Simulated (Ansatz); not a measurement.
CsCaBr$_{3}$ (cubic perovskite, Pm-3m), a = 5.708 Å, b = 5.708 Å, c = 5.708 Å, α = 90.00°, β = 90.00°, γ = 90.00°.

Relaxed with r²SCAN. The program Ansatz at the r²SCAN level (PAW) gives a gap of 5.20 eV.

**Question.** What gap does HSE06 give on the same cell (Ansatz, PAW)?

**Answer.** 5.63 eV, 0.43 eV more. The hybrid was solved on a coarser mesh and at special points; its gap is the smallest among all of these.

```json
[
 {"k": "Γ", "v1 r²SCAN": "-0.26", "c1 r²SCAN": "5.20", "v1 HSE06": "-0.26", "c1 HSE06": "5.63"},
 {"k": "R", "v1 r²SCAN": "0.00", "c1 r²SCAN": "6.64", "v1 HSE06": "(withheld)", "c1 HSE06": "(withheld)"},
 {"k": "M", "v1 r²SCAN": "-0.01", "c1 r²SCAN": "6.49", "v1 HSE06": "(withheld)", "c1 HSE06": "(withheld)"},
 {"k": "X", "v1 r²SCAN": "-0.43", "c1 r²SCAN": "5.49", "v1 HSE06": "(withheld)", "c1 HSE06": "(withheld)"}
]
```

**Question.** Top valence (v1) and lowest conduction level (c1) in eV from each method's valence maximum (which need not be a listed point): supply the withheld HSE06 values.

**Answer.** 
- R, v1 HSE06: 0.00
- R, c1 HSE06: 7.16
- X, v1 HSE06: -0.44
- X, c1 HSE06: 6.36
- M, v1 HSE06: -0.01
- M, c1 HSE06: 7.48

Cost on shared cores: the r²SCAN run (SCF on a 5×5×5 mesh, then bands and DOS) about 100 core-seconds (a rough figure), the HSE06 run (SCF on 3×3×3, then a few points) about 3 core-minutes (a rough figure); the tasks are unlike.

The workflow started from a Materials Project entry (that database holds measured and hypothetical structures alike); the Crystallography Open Database copy checked does not list it. Its standing as an ambient phase is unchecked. Symmetry was held in the r²SCAN relaxation; phonons on a q-mesh show weakly imaginary modes. Scalar-relativistic: spin–orbit coupling is off unless named, which matters more the heavier the elements.

Potentials: the later of the program's two PAW sets.
